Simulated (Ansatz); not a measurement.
NbAlB in space group Cmcm (No. 63; Al on 4c, B on 4c, Nb on 4c), PBE (plane waves, PAW; program Ansatz), all energies at zero smearing, with the estimated change up to a 700 eV cutoff added, with one set of potentials and settings (totals compare only within such a set). Cell of 6 atoms (2 Al, 2 B, 2 Nb): -10494.665 eV.

| element | reference phase | E (eV/atom) |
|---|---|---|
| Al | Fm-3m, 1 atoms in the cell | -537.5049 |
| B | R-3m, 12 atoms in the cell | -155.9161 |
| Nb | Im-3m, 1 atoms in the cell | -4552.2836 |

Formation energy per atom, worked out: (-10494.665 − 2×(-537.5049) − 2×(-155.9161) − 2×(-4552.2836))/6 = -0.543 eV/atom (-52 kJ per mol of atoms), at 0 K, without zero-point energy or fitted corrections.

The start of the workflow was typed in or built on a structure type; neither database checked (COD, Materials Project) lists it. Whether it is the stable phase at ambient conditions was not checked. The PBE relaxation kept the symmetry of its start; its stability against distortions is not shown here. The run is not spin-polarised. The references are the lowest solids computed at this level, not always the standard phases.

Potentials: the later of the program's two PAW sets.
